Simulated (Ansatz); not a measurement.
The start is a generated trial cell of Ru in the omega structure type. Cell shape, volume and atoms are optimised at zero target pressure with PBEsol (plane waves to 420 eV, PAW, scalar-relativistic; Ansatz, an electronic-structure program). First-step values are on the input's coarse k-mesh.

Ansatz input (later rounds restart from its end on a renewed k-mesh):
Ansatz 0.2 input:
```yaml
crystal:
  lattice:
    - [4.2381041, 0, 0]
    - [-2.1190521, 3.6703058, 0]
    - [0, 0, 2.577684]
  atoms:
    - { symbol: Ru, position: [0, 0, 0] }
    - { symbol: Ru, position: [0.33333333, 0.66666667, 0.5] }
    - { symbol: Ru, position: [0.66666667, 0.33333333, 0.5] }
basis: { ecutwfc: 420, ecutrho_ratio: 4, xc_grid: 2, fft_grid_basis: typed }
kpoints: { mp_grid: { grid: [9, 9, 13] } }
hamiltonian:
  xc: pbesol
  dispersion: none
  pseudopotentials: { kind: paw }
scf: { occupations: { method: fermi_dirac, width: 0.05 } }
relax: { f_tol: 0.01, max_steps: 100, cell: { stress_tol: 0.02 } }
output: { forces: true, stress: true }
```

How large is the pressure on the unrelaxed cell, and of which sign?

+6.7 GPa (positive: the cell is compressed).

How much energy is released per atom?

0.02 eV/atom.

How do the shortest distances between atoms change?

The closest pairs of elements (up to four, under 3.6 Å), start → end: Ru–Ru 2.45 → 2.44 Å.

Give the final cell and atomic positions.


```cif
data_Ru3
_chemical_formula_sum 'Ru3'
_space_group_name_H-M_alt 'P6/mmm'
_space_group_IT_number 191
_space_group_name_Hall '-P 6 2'
_cell_length_a 4.21990
_cell_length_b 4.21990
_cell_length_c 2.65406
_cell_angle_alpha 90.000
_cell_angle_beta 90.000
_cell_angle_gamma 120.000
loop_
_atom_site_label
_atom_site_type_symbol
_atom_site_symmetry_multiplicity
_atom_site_Wyckoff_symbol
_atom_site_fract_x
_atom_site_fract_y
_atom_site_fract_z
_atom_site_occupancy
Ru1 Ru 1 a 0.00000 0.00000 0.00000 1
Ru2 Ru 2 d 0.33333 0.66667 0.50000 1
```

The space group stays P6/mmm (No. 191) (the run could not lower it), with 3 atoms in the primitive cell. Final values are on a 13×13×17 k-mesh of the relaxed cell. No spin polarisation in the result.

The run could not lose the symmetry of its start, so the end can be a saddle point.

All atoms sit on sites fixed by symmetry, so only the cell could relax.

The relaxed structure here is a generated cell of Ru: the first start was made by placing the elements on the sites of a structure type, and the end was not matched to a known phase here, so it may be hypothetical. Known forms of Ru include space group No. 194.
